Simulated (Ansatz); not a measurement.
### Question
Free-standing sheets of VGe2N4, MA2Z4 (prismatic core, outer Z over the empty site)-type layer and CrSnS3, CrSiTe3-type layer are relaxed with DFT-PBE in the program Ansatz with PAW potentials. Aligned at the vacuum level, what band offsets and what type of junction result?

### Answer
VGe2N4: VBM -5.78, CBM -5.69 eV; CrSnS3: VBM -5.04, CBM -4.82 eV. Valence offset 0.74 eV (CrSnS3 higher), conduction offset 0.86 eV (VGe2N4 lower): type III (broken gap).

Mismatch of the primitive lattice constants: 3.005 against 6.272 Å, 52.1 %.

Natural alignment of Kohn–Sham levels: no interface dipole, strain or quasiparticle shift.

Spin orders computed, not proven ground states: VGe2N4, MA2Z4 (prismatic core, outer Z over the empty site)-type layer ferromagnetic; CrSnS3, CrSiTe3-type layer ferromagnetic. All cells were relaxed under the symmetry of their starts (and spin orders); stability against distortions was not tested throughout. Spin–orbit coupling is left out wherever it is not named. Constructed layers (a layer type filled with these elements): VGe2N4, MA2Z4 (prismatic core, outer Z over the empty site)-type layer; CrSnS3, CrSiTe3-type layer.

Potentials: the later of the program's two PAW sets.
